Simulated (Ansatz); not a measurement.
Computed with DFT PBE, scalar-relativistic, plane waves, PAW (Ansatz 0.2.0). The final run on the 8-atom cell used 420 eV, a Γ-centred 6×6×6 mesh, 0.02 eV smearing and no spin polarisation.

Formation energies are uncorrected and count from the elements' standard states at the same level.

**Question.** Find a candidate cubic semiconductor that holds Al and 2 more elements, with a gap near 1.6 eV, a formation energy near −0.48 eV/atom and a density near 3.58 g/cm³, in a cell of 8 atoms.

**Answer.** AlGa3P4, space group P-43m (No. 215). Al has 4 P at 2.38 Å; around Ga lie 4 P at 2.39 Å; P has 1 Al at 2.38 Å and 3 Ga at 2.39 Å.

Space group P-43m (No. 215). a = 5.507 Å, b = 5.507 Å, c = 5.507 Å, α = 90.00°, β = 90.00°, γ = 90.00°
```
atom  site  symmetry       x       y       z
  Al    1b      -43m  0.5000  0.5000  0.5000
  Ga    3d     -42.m  0.0000  0.0000  0.5000
   P    4e       .3m  0.7495  0.7495  0.7495
```

- Volume per atom: 20.88 Å³
- Density: 3.58 g/cm³
- Energy over the elements: −0.481 eV/atom
- Gap on the 6×6×6 mesh of the 8-atom cell: 1.64 eV

The cell was found from a structure generator's guess, not taken from experiment. The answer needn't be unique; the calculation gave this one.

Kohn–Sham gaps at this level usually fall short of measured ones. The reference form of P is held partly by dispersion forces, which this level lacks. Symmetry constrained the relaxation, so the result can be a saddle point.
